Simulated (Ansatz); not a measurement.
Here is the system:

ZrO₂ (fluorite), conventional cell a = b = c = 5.1159 Å, α = β = γ = 90.00°. The calculation uses the primitive cell of 3 atoms, to which meshes and values per cell refer.

E(V) scan at fixed shape, V₀ the volume above. Symmetry pins the atoms to their sites.

All values below come from PBE (plane waves to 420 eV, PAW, scalar-relativistic; Ansatz, a first-principles code). k mesh 11×11×11 (Γ-centred), Fermi-Dirac smearing 0.05 eV. Energies are smeared free energies. Compression counts positive. The PAW data are Ansatz's earlier set. This is a high-temperature form of ZrO2. ZrO2 is run without spin polarisation. ZrO2 was relaxed with its symmetry unable to fall. ΔE is measured from the relaxed starting cell.

The scan covers V/V₀ from 0.940 to 1.060 in 11 points.

Task: What is the fitted pressure derivative B₀′?

Result: 4.3.

Task: What bulk modulus B₀ follows from a third-order Birch-Murnaghan fit?

Result: 236 GPa.

(Under strain, the slope of the energy per volume gives the stress and its curvature an elastic modulus.)
